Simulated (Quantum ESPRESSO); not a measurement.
```cif
data_H3CaRb
_chemical_formula_sum 'H3 Ca1 Rb1'
_space_group_name_H-M_alt 'P 1'
_space_group_IT_number 1
_cell_length_a 4.52097
_cell_length_b 4.52097
_cell_length_c 4.52097
_cell_angle_alpha 90.000
_cell_angle_beta 90.000
_cell_angle_gamma 90.000
loop_
_space_group_symop_operation_xyz
  'x, y, z'
loop_
_atom_site_label
_atom_site_type_symbol
_atom_site_fract_x
_atom_site_fract_y
_atom_site_fract_z
_atom_site_occupancy
H1 H 0.50000 0.00000 0.50000 1
H2 H 0.00000 0.50000 0.50000 1
H3 H 0.50000 0.50000 0.00000 1
Ca1 Ca 0.50000 0.50000 0.50000 1
Rb1 Rb 0.00000 0.00000 0.00000 1
```

The geometry is that of Materials Project entry mp-23949, symmetrised and not relaxed again.

Task: What does norm-conserving LDA (Quantum ESPRESSO, 74 Ry, without SOC) give for the electronic structure near the Fermi level?

Result: The LDA gap is direct, 2.92 eV at M. The cell is held in this high symmetry; tilts and polar distortions were not searched.
